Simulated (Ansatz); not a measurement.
A geometry of SnTe away from equilibrium: step 3 of the relaxation of a generated cell, SnTe built in the tenorite structure type. Level of theory: PBE (plane waves to 420 eV, PAW, scalar-relativistic; Ansatz, an electronic-structure program). Γ-centred k-mesh 5×5×3 on the run's cell (coarser than for final values), Fermi–Dirac smearing 0.05 eV. The plane waves were selected for a different cell earlier on the path.

```
SnTe
1.0
    3.71055    -2.54481    -0.09323
    3.71055     2.54481    -0.09323
   -1.54815     0.00000     8.05878
Sn Te
2 2
Cartesian
  1.85528   1.27240  -0.04662
  1.08120  -1.27240   3.98278
  3.32352  -0.67239   1.92146
  2.54944   0.67239   5.95085
```

Problem. What forces act on the atoms (eV/Å)?

Solution. 
```csv
atom,Fx,Fy,Fz
Sn1,0.00,0.00,0.00
Sn2,0.00,0.00,0.00
Te3,0.00,-0.46,0.00
Te4,0.00,0.46,0.00
```

The path ends in Fm-3m (No. 225) (rock salt type). No spin polarisation in the result.

The run could not lose the symmetry of its start.
